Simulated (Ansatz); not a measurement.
A geometry of HfO₂ away from equilibrium: step 2 of the relaxation of a relaxed HfO2 cell displaced along its unstable phonon at q = Γ (182i cm⁻¹), largest move 0.15 Å. Level of theory: PBE (plane waves to 420 eV, PAW, scalar-relativistic; Ansatz, a first-principles code). Γ-centred k-mesh 9×9×2 on the run's cell (coarser than for final values), Fermi–Dirac smearing 0.05 eV. The plane waves were selected for a different cell earlier on the path.

```
HfO2
1.0
    3.17897     0.00000     0.00000
   -1.58949     2.73296     0.00000
    0.00000     0.00000    10.86026
Hf O
2 4
Cartesian
  0.00000   1.80664   2.71447
  1.58949   0.92631   8.14460
  0.00000   1.97737   7.00749
  1.58949   0.75559   1.57736
  1.58949   1.07949   3.85337
  0.00000   1.65347   9.28350
```

What forces act on the atoms (eV/Å)?


| atom | Fx | Fy | Fz |
|---|---|---|---|
| Hf1 | 0.00 | -0.17 | 0.01 |
| Hf2 | 0.00 | 0.17 | 0.01 |
| O3 | 0.00 | 0.18 | -0.39 |
| O4 | 0.00 | -0.18 | -0.39 |
| O5 | 0.00 | 0.36 | 0.39 |
| O6 | 0.00 | -0.36 | 0.39 |

The path ends in Cmc2₁ (No. 36) at a tolerance of 0.01 Å, P6₃mc (No. 186) at 0.1 Å. No spin polarisation in the result. Without a van der Waals term the distances between weakly bound units are poorly fixed.

The run could not lose the symmetry of its start: the end is stationary, and may be a saddle point rather than a minimum.

The end of the path is a generated cell of HfO2: the first start was made by placing the elements on the sites of a structure type, and the end was not matched to a known phase here, so it may be hypothetical. Known forms of HfO2 include space group No. 14, 29, 137, 225.
